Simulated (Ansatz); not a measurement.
The cell was built from the L11 type and relaxed in the same program, and has space group R-3m; it needn't be a known or the stable phase.

A run on SrRe: DFT, r2SCAN, all-electron LAPW, scalar-relativistic (Ansatz 0.2.0). The input:

```yaml
crystal:
  lattice:
    - [1.4716558829, -0.8496609202, 5.5182657945]
    - [0.0, 1.6993218403, 5.5182657945]
    - [-1.4716558829, -0.8496609202, 5.5182657945]
  atoms:
    - { symbol: Re, position: [0.0, 0.0, 0.0] }
    - { symbol: Sr, position: [0.5, 0.5, 0.5] }
kpoints:
  mp_grid: { grid: [12, 12, 12] }
scf:
  occupations: { method: fermi_dirac, width: 0.05 }
hamiltonian:
  xc: r2scan
  pseudopotentials:
    kind: all_electron
    lapw: { basis_error: 0.00025, muffin_tin_radii: { Sr: 1.518, Re: 1.518 } }
output:
  forces: true
  stress: true
  eigenvalues: true
```

Problem. Is the run sound, and if not, why?

Solution. No. The input was rejected before any iteration. The typed spheres overlap: twice 1.518 Å exceeds the shortest distance, 2.943 Å; smaller radii, or none typed, cure it. It says:
```
Error: `kind: all_electron` solves this crystal on LAPW (the input types lapw, or this build lists no dataset of some species for it), and no LAPW basis is found for it: the given muffin-tin radii of Sr and Sr, or the smallest supported ones, add up to 3.036 Å, and 2.943 Å are free between these atoms; give smaller radii, or leave one out; where each species has a listed dataset, leave lapw and dirac_shells out and run without spin–orbit coupling, or set another kind (and leave the keys of all_electron out)
```
